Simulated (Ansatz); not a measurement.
# Data sheet: Cs (DFT)

Cs:
```cif
data_Cs2
_chemical_formula_sum 'Cs2'
_space_group_name_H-M_alt 'P 1'
_space_group_IT_number 1
_cell_length_a 10.16532
_cell_length_b 10.16532
_cell_length_c 10.16532
_cell_angle_alpha 150.587
_cell_angle_beta 150.587
_cell_angle_gamma 42.081
loop_
_space_group_symop_operation_xyz
  'x, y, z'
loop_
_atom_site_label
_atom_site_type_symbol
_atom_site_fract_x
_atom_site_fract_y
_atom_site_fract_z
_atom_site_occupancy
Cs1 Cs 0.25000 0.75000 0.50000 1
Cs2 Cs 0.50000 0.50000 0.00000 1
```

Space group I4_1/amd (No. 141); conventional cell a = 5.161 Å, b = 5.161 Å, c = 18.975 Å, α = 90.00°, β = 90.00°, γ = 90.00°.

Method: plane-wave PAW r²SCAN (Ansatz code). Structure relaxed to zero pressure with the same functional. Other levels are named where they apply.

**Cell and energy**

Volume per atom: 126.37 Å³
Density: 1.75 g/cm³

**Electronic structure**

- Electronic character = metallic (no gap)
- Density of states at the Fermi level = 1.2 states/eV per atom (mean over ±0.08 eV)
- Gap with spin–orbit coupling = none (metallic)

**Mechanics**

- Bulk modulus (Birch–Murnaghan fit): 1.6 GPa
- Pressure derivative B′: 3.5

The workflow started from a Materials Project entry (that database holds measured and hypothetical structures alike); the Crystallography Open Database copy checked does not list it. It is not the phase usual at ambient conditions (space group No. 229). The r²SCAN relaxation kept the symmetry of its start; its stability against distortions is not shown here. Axis ratios of metals converge slowly with the k-mesh, so a and c are less sure than the volume. Spin–orbit coupling is left out wherever it is not named.

Potentials: the later of the program's two PAW sets.
